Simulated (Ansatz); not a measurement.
In PBEsol (plane waves, PAW; program Ansatz), HfC in the cubic phase (Pm-3m; Hf on 3c, C on 3d) relaxes to a = 4.516 Å. Hf has 4 nearest neighbours from 2.26 Å (square planar); C has 4 nearest neighbours from 2.26 Å (square planar). Its formation energy from the elements is 0.54 eV/atom, with no fitted shifts.

Electronic character: metallic (no gap). Gap from PBEsol with spin–orbit coupling: none (metallic).

The bulk modulus is 164 GPa. The relaxed-ion elastic constants in GPa are C11 = 344, C12 = 74.2, C44 = 30.7. The elastic constants imply a Debye temperature near 320 K. The highest mode at Γ lies at 498 cm⁻¹.

The start of the workflow was typed in or built on a structure type; neither database checked (COD, Materials Project) lists it. It is not the phase usual at ambient conditions (space group No. 225). The PBEsol relaxation kept the symmetry of its start; its stability against distortions is not shown here. The run is not spin-polarised. Its formation energy is positive at this level, so the cell may be metastable or incomplete. As this level gives no gap, shear constants depend on the k-mesh and smearing (Fermi–Dirac, 0.1 eV here). As this level gives no gap, phonon frequencies hold no LO–TO term and depend on the k-mesh and smearing (Fermi–Dirac, 0.1 eV here). The references are the lowest solids computed at this level, not always the standard phases. Scalar-relativistic: spin–orbit coupling is off unless named, which matters more the heavier the elements.

Potentials: the earlier of the program's two PAW sets. The files were generated under PBE; for other functionals the program regenerates the frozen cores, and for LDA and PBEsol the local potential too.
